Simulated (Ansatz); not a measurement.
AlP:
```cif
data_Al4P4
_chemical_formula_sum 'Al4 P4'
_space_group_name_H-M_alt 'F-43m'
_space_group_IT_number 216
_space_group_name_Hall 'F -4 2 3'
_cell_length_a 5.43381
_cell_length_b 5.43381
_cell_length_c 5.43381
_cell_angle_alpha 90.000
_cell_angle_beta 90.000
_cell_angle_gamma 90.000
loop_
_atom_site_label
_atom_site_type_symbol
_atom_site_symmetry_multiplicity
_atom_site_Wyckoff_symbol
_atom_site_fract_x
_atom_site_fract_y
_atom_site_fract_z
_atom_site_occupancy
Al1 Al 4 a 0.00000 0.00000 0.00000 1
P1 P 4 d 0.75000 0.75000 0.75000 1
```
(The calculation used a cell of 2 atoms; values per cell refer to that cell.)

Relaxed with LDA.

Task: Give the optical modes at the zone centre with their infrared and Raman activity from DFPT, the program Ansatz at the LDA level (PAW).

Result: Transverse frequencies, without the LO–TO term; a row sums one degenerate level.

| ω (cm⁻¹) | degeneracy | IR ((D/Å)²/amu) | Raman (Å⁴/amu) | activity | symmetry |
|---|---|---|---|---|---|
| 440 | 3 | 23.60 | 84 | IR+Raman | T2 |

Task: How high does the top mode go among those that the LO–TO term moves?

Result: 494 cm⁻¹ for q along x.

The LDA relaxation kept the symmetry of its start.

Potentials: the earlier of the program's two PAW sets. The files were generated under PBE; for other functionals the program regenerates the frozen cores, and for LDA and PBEsol the local potential too.
